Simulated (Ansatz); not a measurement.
LiNbO$_{3}$:
```xyz
10
Lattice="2.5337 1.4628 4.5625 -2.5337 1.4628 4.5625 0.0000 -2.9257 4.5625" Properties=species:S:1:pos:R:3 pbc="T T T"
Li     0.0000     0.0000     9.8391
Li     0.0000     0.0000     2.9954
Nb     0.0000     0.0000     0.0340
Nb     0.0000     0.0000     6.8778
O     -0.6592     1.4089     8.2653
O      1.5497    -0.1335     8.2653
O     -0.8905    -1.2754     8.2653
O     -1.6432     0.1875     5.9841
O      0.6592    -1.5168     5.9841
O      0.9840     1.3293     5.9841
```

x, y and z are the axes in which the lattice vectors are written.

Question: Give the proper piezoelectric stress tensor with relaxed ions from the program Ansatz at the LDA level (PAW).

Answer: In C/m², rows x, y, z, Voigt columns; mesh uncertainty up to 0.01.
```
 0.00   0.00   0.00   0.00  -3.40   2.53
 2.53  -2.53   0.00  -3.40   0.00   0.00
-0.08  -0.08  -1.31   0.00   0.00   0.00
```

The elastic tensor of the same run (GPa):

```
 219  68.1  80.3   3.9   0.0   0.0
68.1   219  80.3  -3.9   0.0   0.0
80.3  80.3   255   0.0   0.0   0.0
 3.9  -3.9   0.0  73.0   0.0   0.0
 0.0   0.0   0.0   0.0  73.0   3.9
 0.0   0.0   0.0   0.0   3.9  75.6
```

Question: Convert to strain constants d = e·S.

Answer: In pC/N:
```
  0.0    0.0    0.0    0.0  -48.5   35.9
 17.9  -17.9    0.0  -48.5    0.0    0.0
  1.4    1.4   -6.0    0.0    0.0    0.0
```

Space group R3c. The LDA relaxation kept the symmetry of its start. No spin polarisation was allowed. Signs of piezoelectric constants follow the polarity of the cell as given.

Potentials: the later of the program's two PAW sets.
